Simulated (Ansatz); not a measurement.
Ansatz (a program for electronic structure) input:

Ansatz 0.2 input:
```yaml
crystal:
  lattice:
    - [4.8039968449, 0.0, 0.0]
    - [0.0, 4.8661471678, 0.0]
    - [-0.8647359184, 0.0, 4.9659593647]
  atoms:
    - { symbol: Ti, position: [0.277002656, 0.4455117841, 0.7145430661] }
    - { symbol: Ti, position: [0.722997344, 0.5544882159, 0.2854569339] }
    - { symbol: Ti, position: [0.722997344, 0.9455117841, 0.7854569339] }
    - { symbol: Ti, position: [0.277002656, 0.0544882159, 0.2145430661] }
    - { symbol: O, position: [0.4463049479, 0.7420240587, 0.963362525] }
    - { symbol: O, position: [0.5536950521, 0.2579759413, 0.036637475] }
    - { symbol: O, position: [0.5536950521, 0.2420240587, 0.536637475] }
    - { symbol: O, position: [0.4463049479, 0.7579759413, 0.463362525] }
    - { symbol: O, position: [0.0635057156, 0.3223176881, 0.3522378511] }
    - { symbol: O, position: [0.9364942844, 0.6776823119, 0.6477621489] }
    - { symbol: O, position: [0.9364942844, 0.8223176881, 0.1477621489] }
    - { symbol: O, position: [0.0635057156, 0.1776823119, 0.8522378511] }
kpoints:
  mp_grid: { grid: [6, 6, 6] }
hamiltonian:
  xc: r2scan
  pseudopotentials: { kind: paw }
scf:
  occupations: { method: fixed }
checkpoint: { read: static.run }
output: { write_density: true, elf: true, volumetric_format: npy }
basis: { fft_grid_basis: typed }
```

Output (shortened):

```
Pseudopotential: Ti, paw, valence charge 12
Pseudopotential: O, paw, valence charge 6
Functional definition: r2SCAN
Crystal: 12 atoms, lattice volume = 116.089 Å³
Basis set: ecut = 500 eV, 2947 PW (Γ), exchange–correlation on 144×144×160 points (64 copies of the dense FFT grid, shifted against one another)
Bands: 60, of which v1, the nominal top of the filled ones, is band 48 counted from 1 (47 counted from 0)
Symmetry: 4 space group operations
Space group: P21/c (ITA 14), of the structure as read, at distance tolerance 4.9e-5 Å
k-points: 80 of 216
Stability of the state it starts from, as read at its close in the unpolarized treatment …
iter 1 solved again at ethr=6.63e-9 eV; its pass at ethr=3.10e-3 eV (dr2=6.36e-6 eV) is discarded
SCF iter   1: F=—  HF=-14584.836776 eV  |F-HF|=—  |Δ(HF+E_count)|=         —  Δρ=2.07e-7  dr2=4.25e-11  dr2_τ=7.05e-12  ethr=6.63e-9  ⟨swp⟩=3.9  Hψ=29832  notcnv=0  defer=800
preconditioner: auto → Resta (q_TF=auto, 2.643 Å⁻¹)
SCF iter   2: F=-14584.836776 eV  HF=-14584.836776 eV  |F-HF|=0.00e0  |Δ(HF+E_count)|=   3.90e-9  Δρ=1.06e-7  dr2=1.27e-11  dr2_τ=7.27e-12  ethr=1.00e-12  ⟨swp⟩=11.1  Hψ=18755  notcnv=0
SCF 1 converged in 2 iterations: F = -14584.836776 eV  dr2 = 1.27e-11
SCF converged after 2 iterations
Free energy (F): -14584.836776 eV
Harris-Foulkes:  -14584.836776 eV  (|F-HF|=0.00e0)
Internal energy: -14584.836776 eV  (E = F + TS)
E sigma→0 (E₀):  -14584.836776 eV
Fermi energy:    9.979331 eV
--- Per-component energies (eV) ---
  E_band       = -756.937113
  E_kinetic    = 2508.262600
  E_local      = -5692.008097  (includes V_loc(G=0)·N_el)
  E_nonlocal   = 386.125928
  E_hartree    = 2168.227234
  E_xc         = -967.919839
  E_vxc        = -1388.752516  (∫ρ·V_xc dr)
  E_paw        = -5495.800080  (= ΣΔE_a)
  E_vpaw       = -997.702429  (= ΣTr[D̂ρ^β])
  E_aug_tail   = 0.008683  (compensation charges beyond the density's cutoff)
  E_vtau       = 90.674116  (kinetic-family band-sum trace: ∫τ·v_τ [+ j·A + Jᵃ·Aᵃ] dr)
  E_ewald      = -7490.463848
  E_core_change = -1.269356  (= ΣΔE_core)
  E_smearing   =  0.000000  (= −TS)
  E_closure    =  0.000000  (closes the sum)
  Σ components = -14584.836776   (vs F -14584.836776, Δ=0.00e0)
  [band-id]    e_kinetic+e_local+e_nonlocal+2·e_hartree+e_vxc+e_vpaw+e_augmentation_tail+e_vtau = -756.937248   (vs E_band -756.937113, Δ=-1.35e-4)
--- Band table (eV; the first three rows and the last of 80) ---
  k-point 0: bands = ["-48.9076", "-48.8711", "-48.8690", "-48.8677", "-24.2820", "-24.2620", "-24.2353", "-24.1601", "-24.0807", "-24.0500", "-24.0359", "-24.0152", "-23.9981", "-23.9899", "-23.9433", "-23.9135", "-9.6429", "-8.0105", "-7.9214", "-7.6465", …
  k-point 1: bands = ["-48.9051", "-48.8719", "-48.8708", "-48.8676", "-24.2698", "-24.2439", "-24.2327", "-24.1698", "-24.0820", "-24.0621", "-24.0395", "-24.0197", "-23.9907", "-23.9822", "-23.9454", "-23.9308", "-9.5457", "-8.1312", "-7.8910", "-7.6776", …
  k-point 2: bands = ["-48.8981", "-48.8791", "-48.8701", "-48.8681", "-24.2355", "-24.2248", "-24.2046", "-24.1795", "-24.1256", "-24.0665", "-24.0446", "-24.0106", "-23.9869", "-23.9837", "-23.9600", "-23.9509", "-9.2732", "-8.4610", "-7.8131", "-7.7051", …
  k-point 79: bands = ["-48.8837", "-48.8837", "-48.8739", "-48.8739", "-24.2575", "-24.2575", "-24.2528", "-24.2528", "-24.0668", "-24.0668", "-23.9816", "-23.9816", "-23.9791", "-23.9791", "-23.9516", "-23.9516", "-8.5246", "-8.5246", "-8.1141", "-8.1141", …
```

Cost: roughly 30 core-seconds on shared cores.

Space group P2_1/c. The first step of the workflow began from a Materials Project structure, measured or hypothetical; the Crystallography Open Database files this formula in space group No. 14, but the cells were not matched. It is not the phase usual at ambient conditions (space group No. 61, 136, 141). The cell was relaxed with r²SCAN under the symmetry of its start; its stability against distortions is not shown here. The run is not spin-polarised.

Potentials: the later of the program's two PAW sets.

Ansatz is a plane-wave DFT program.
